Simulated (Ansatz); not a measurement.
Mg2Ge:
```
CELL_PARAMETERS angstrom
      0.00000     3.21047     3.21047
      3.21047     0.00000     3.21047
      3.21047     3.21047     0.00000
ATOMIC_POSITIONS crystal
  Mg 0.75000 0.75000 0.75000
  Mg 0.25000 0.25000 0.25000
  Ge 0.00000 0.00000 0.00000
```

Relaxed with PBE. Special points in fractions of this cell's reciprocal vectors: Γ (0.000, 0.000, 0.000); X (0.500, 0.000, 0.500); U (0.625, 0.250, 0.625); K (0.375, 0.375, 0.750); L (0.500, 0.500, 0.500); W (0.500, 0.250, 0.750).

**Question.** List the band energies nearest the valence-band maximum at these points for PBE with spin–orbit coupling in the plane-wave PAW code Ansatz.

**Answer.** In eV from the valence-band maximum; about four levels below and three above (degenerate sets whole), none deeper than 8.9 eV; points with the same levels are listed once.

| k | below | above |
|---|---|---|
| Γ | 0.00 0.00 0.00 0.00 | 0.88 0.88 2.71 2.71 |
| X | -2.08 -2.08 -2.01 -2.01 | 0.09 0.09 0.45 0.45 |
| U | -3.53 -3.53 -1.72 -1.72 | 0.63 0.63 3.01 3.01 |
| L | -0.85 -0.85 -0.74 -0.74 | 0.87 0.87 2.67 2.67 2.67 2.67 |
| W | -3.68 -3.68 -2.72 -2.72 | 2.70 2.70 3.61 3.61 |

Space group Fm-3m (anti-fluorite). The cell was relaxed with PBE under the symmetry of its start; of distortions, only those at the zone centre were tested.

Potentials: the later of the program's two PAW sets.
